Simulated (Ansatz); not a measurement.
**Be4Se: relaxation step by step**

Recipe of this trial structure of Be4Se: ordered vacancies on the anion sites of cuprite (P-43m, No. 215) (occupants of the shared sites, in ratio, Se: 1, vacant: 1). Lengths were set from tabulated atomic sizes, so they are only a guess.

```
Be Se
1.0
     5.89899    0.00000    0.00000
     0.00000    5.89899    0.00000
     0.00000    0.00000    5.89899
Be Se
4 1
Direct
  0.25000 0.25000 0.25000
  0.75000 0.75000 0.25000
  0.75000 0.25000 0.75000
  0.25000 0.75000 0.75000
  0.00000 0.00000 0.00000
```

All numbers below come from Ansatz, DFT PBE, scalar-relativistic, plane waves, PAW. Cutoff 420 eV, Gaussian smearing, Γ-centred meshes. Cell and atoms relax first on a coarse mesh and then on a finer one. In between, the cell is made exact in the group found at 0.06 Å. In metals the finer mesh still leaves noise of several meV/atom or more. The steps can't lower the symmetry of their start. No spin polarisation.

Steps on the 4×4×4 mesh (5 atoms, 11 steps). The free energy counts from the last step; the plane-wave basis is renewed at times, which shifts energy and pressure.

```
step  ΔF (meV/atom)  V (Å³/atom)  P (GPa)  largest force component (eV/Å)
   1         1933.6        41.05    -5.56                           0.252
   2         1710.2        35.34    -6.67                           0.035
   3         1458.6        30.19    -8.76                           0.159
   4         1140.2        25.56   -11.28                           0.328
   5          758.3        21.43   -13.03                           0.589
   6          369.7        17.77   -12.67                           0.688
   7           54.3        14.55    -8.19                           0.206
   8           22.4        11.81     7.50                           0.150
   9            0.5        12.98    -1.18                           0.026
  10           -0.3        12.79    -0.01                           0.004
  11            0.0        12.79    -0.02                           0.003
```

The relaxed structure, after a last relaxation on the converged mesh:

```
CELL_PARAMETERS angstrom
3.99993 0.00000 0.00000
0.00000 3.99993 0.00000
0.00000 0.00000 3.99993
ATOMIC_POSITIONS crystal
Be 0.30864 0.30864 0.30864
Be 0.69136 0.69136 0.30864
Be 0.69136 0.30864 0.69136
Be 0.30864 0.69136 0.69136
Se 0.00000 0.00000 0.00000
```

The symmetry stays P-43m (No. 215). The volume per atom shrinks by 68.8 %, from 41.1 to 12.8 Å³. The shortest distance goes from 2.55 Å (Be–Se) to 2.14 Å (Be–Se). The energy falls by about 1.9 eV/atom (the start's value is from the coarse mesh). Be has 1 Se at 2.14 Å and 3 Be at 2.16 Å; around Se lie 4 Be at 2.14 Å.

For Be4Se, the volume per atom is 12.80 Å³. The density is 2.98 g/cm³. The energy over the elements is +0.40 eV/atom. The gap on the 10×10×10 mesh of the 5-atom cell is 0 eV (a metal).

The zero of energy is the elements' standard structures at the same level; no fitted shifts are applied.

The last run used Gaussian smearing of 0.10 eV. The reference form of Se is held partly by dispersion forces, which this level lacks. A structure relaxed within its symmetry needn't be a true minimum. In all, the 3 runs took 70 s on 1 thread of Arm Neoverse V1, on a shared host.
